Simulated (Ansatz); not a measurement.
Relaxed MgB2 (AlB2 type, space group P6/mmm):

```xyz
6
Lattice="6.1486 0.0000 0.0000 -1.5372 2.6624 0.0000 0.0000 0.0000 3.5275" Properties=species:S:1:pos:R:3 pbc="T T T"
Mg     0.0000     0.0000     0.0000
Mg     1.5372     2.6624     0.0000
B      0.0000     1.7750     1.7638
B      3.0743     1.7750     1.7638
B      1.5372     0.8875     1.7638
B      4.6115     0.8875     1.7638
```

The atoms are displaced by Q × the pattern below (from a DFPT mode at M = (0.5, 0.0, 0.0), largest move 1; Q in Å), at fixed cell. (q is in reciprocal vectors of the primitive cell; the cell shown is doubled to hold the pattern.)

| atom | x | y | z |
|---|---|---|---|
| Mg1 | 0.000 | 0.000 | 1.000 |
| Mg2 | 0.000 | 0.000 | -1.000 |
| B3 | 0.000 | 0.000 | 0.114 |
| B4 | 0.000 | 0.000 | -0.114 |
| B5 | 0.000 | 0.000 | -0.114 |
| B6 | 0.000 | 0.000 | 0.114 |

Level of theory: PBE (plane waves to 420 eV, PAW, scalar-relativistic; Ansatz, an electronic-structure program). k mesh 17×17×13 (Γ-centred), Fermi-Dirac smearing 0.05 eV. The energy includes the smearing's −TS. With partly filled bands, energies and forces of such displacements shift with the k mesh and the smearing. MgB2 was relaxed with its symmetry unable to fall. ΔE is measured from the undisplaced structure.

```
Q (Å)   ΔE (meV/cell)
------  -------------
-0.180            202
-0.120             89
-0.060             22
0.000               0
0.060              22
0.120              89
0.180             202
```

Which DFPT wavenumber at M = (0.5, 0.0, 0.0) belongs to this mode?
A. 418 cm⁻¹
B. 459 cm⁻¹
C. 260 cm⁻¹
D. 718 cm⁻¹

C, 260 cm⁻¹. The curvature of the scan gives 261 cm⁻¹

(A displaced cell: forces are minus the slopes of the energy, force constants its curvatures, and phonons follow from these.)
